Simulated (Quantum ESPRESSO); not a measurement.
## Cu3In2Mo2Ta in 6 site orders

These are calculations, not measurements. They come from Quantum ESPRESSO 7.5, a public plane-wave density functional program. Each row is one single-point run on a made-up periodic cell of eight metal atoms, with elements, volume, strain and displacements drawn at random and not relaxed, so a cell may be unstable or far from any real phase. There is no spin polarisation or spin-orbit coupling.

Settings: PBE unless stated; PseudoDojo standard norm-conserving files; Fermi-Dirac width 0.25 eV, which means electrons at about 2900 K; cutoff 1252 eV; 5 x 5 x 5 k mesh shifted half a step off Gamma. E is the free energy of the whole cell (internal energy minus TS), so a -TS column is already part of it. Stress is positive in tension, and the pressure P is minus a third of its trace.

Checks: one run of this series was repeated at a higher cutoff and on a denser mesh, which moved values by no more than 0.005 eV, 0.04 GPa and 0.005 eV/Å, and a second program with other atomic files agreed on it to 2 % rms in force and 0.5 GPa in pressure. Known limits: the copper pseudopotential is less sure than most, with forces differing by about three percent and pressure by about two GPa from a second method on plain copper; heavy elements are run without spin-orbit coupling, which real alloys of them have; a spin test at this wide smearing found no moment, but such smearing suppresses magnetism that the real alloy may have.

The lattice is hexagonal close-packed, and the cell vectors in Å are (3.020, -0.067, 4.679); (2.852, -0.036, -4.574); (-3.026, 5.030, -0.070), a volume of 135.14 Å³. The runs put one composition on the same eight displaced sites in different orders. E is counted from run 1, and the rms force is over all 24 components. Nothing is relaxed, so E mixes bonding between neighbours with strain on unrelaxed sites, and it is not an ordering energy.

| run | elements on sites 1 to 8 | E (eV) | -TS (eV) | rms force (eV/Å) | largest force (eV/Å) | P (GPa) |
|---|---|---|---|---|---|---|
| 1 | In Ta Cu Cu In Mo Cu Mo | 0.000 | -1.184 | 0.739 | 2.20 | -2.98 |
| 2 | In Mo Cu Cu Ta In Mo Cu | -0.077 | -1.165 | 0.401 | 1.08 | ? |
| 3 | In Cu Ta Mo Mo Cu In Cu | -0.212 | -1.245 | 0.887 | 3.06 | -3.09 |
| 4 | Cu In Cu In Ta Mo Mo Cu | 0.731 | -1.257 | 1.337 | 4.09 | -0.18 |
| 5 | Ta Cu In Mo Cu Cu In Mo | 0.297 | -1.286 | 1.035 | 3.32 | -1.25 |
| 6 | Cu Mo In Mo In Ta Cu Cu | -0.031 | -1.202 | 0.902 | 2.59 | -2.01 |

## Worked fit

A straight line through the runs shown gives P = -2.39 + 3.13 E GPa with E in eV, an error of 0.62 on the slope and a scatter of 0.46 GPa. At this fixed volume the orders of higher energy tend to have the higher pressure.

## Withheld value

Question: what pressure should run 2 give?

The fit gives -2.63 ± 0.52 GPa. The calculation gave -1.77 GPa.
